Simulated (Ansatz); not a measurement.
**A film clamped to a substrate in TiAl**

Theory: DFT PBEsol, scalar-relativistic, plane waves, PAW (Ansatz 0.2.0). The runs took a 420 eV cutoff, a Γ-centred 22×22×16 mesh and Gaussian smearing (0.15 eV). No spin polarisation. Energies are free energies at this smearing, counted from the undisturbed cell; pressure is positive in compression.

The undisturbed cell (relaxed at this level; it needn't be the usual structure):

```yaml
crystal:
  lattice:
    - [2.79516, 0.00000, 0.00000]
    - [0.00000, 2.79516, 0.00000]
    - [0.00000, 0.00000, 4.03874]
  atoms:
    - { symbol: Ti, position: [0.00000, 0.00000, 0.00000] }
    - { symbol: Al, position: [0.50000, 0.50000, 0.50000] }
```

The cell (2 atoms, V0 = 31.55 Å³) is strained by p along both x and y and by q along z, fractional coordinates fixed. τp = (1/V0) ∂E/∂p = (σxx + σyy)(1 + p)(1 + q) and τq = (1/V0) ∂E/∂q = σzz(1 + p)², with tension positive.

```csv
p,q,ΔE (meV/atom),τp (GPa),τq (GPa)
0.000,0.000,0.00,-0.05,0.02
-0.050,0.000,74.23,-31.72,-10.45
0.050,0.000,59.24,22.73,8.28
0.000,-0.050,21.79,-10.57,-8.92
0.000,0.050,20.66,8.16,8.12
```

Problem. Get the second derivatives of the energy density.

Solution. Central differences give A = ∂τp/∂p = 545 GPa (C11 + C22 + 2 C12), C = ∂τq/∂q = 170 GPa (C33) and the cross term B = ∂τq/∂p = 187 GPa (C13 + C23); ∂τp/∂q = 187 GPa must equal B, and any difference shows higher-order terms. Steps this large leave an error of some per cent of A or C in all of these, which can swamp a small B. The ions are clamped.

Problem. A film of this crystal grows with z along the normal on a substrate that imposes p. How does its thickness respond, and what does the misfit cost?

Solution. Count p and q from the stress-free cell. A free surface needs τq = 0, so q = −(B/C) p = -1.10 p. The energy density left is (A − B²/C) p²/2 = M p², with the biaxial modulus M = 169 GPa; a misfit of 1 % costs 1.67 meV/atom, against 2.68 meV/atom if the thickness were held.

In a metal these slopes depend on the k mesh and the smearing.